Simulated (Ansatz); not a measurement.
A: HgSe (zinc blende), a = b = c = 6.260 Å, α = β = γ = 90.00°
B: CaF2 (fluorite), a = b = c = 5.5110 Å, α = β = γ = 90.00°
C: LiF (rock salt), a = 4.068 Å, b = 4.068 Å, c = 4.068 Å, α = 90.00°, β = 90.00°, γ = 90.00°

Scan: energy over volume and axial ratio (atoms clamped). One method and one kind of scan serve all of them; meshes and ranges differ. All were relaxed with their symmetry unable to fall. At this level the bands of HgSe touch or barely overlap. Spin-orbit coupling is left out. The relaxed volume of HgSe is well above the measured one; the method has no dispersion term.

### Question
Order them by shear modulus C′ = (C11 − C12)/2 (fitted) (highest first) at the level PBE (plane waves to 420 eV, PAW, scalar-relativistic; Ansatz, an electronic-structure program).

### Answer
B (57 GPa), C (31 GPa), A (7 GPa)

(Under strain, the slope of the energy per volume gives the stress and its curvature an elastic modulus.)
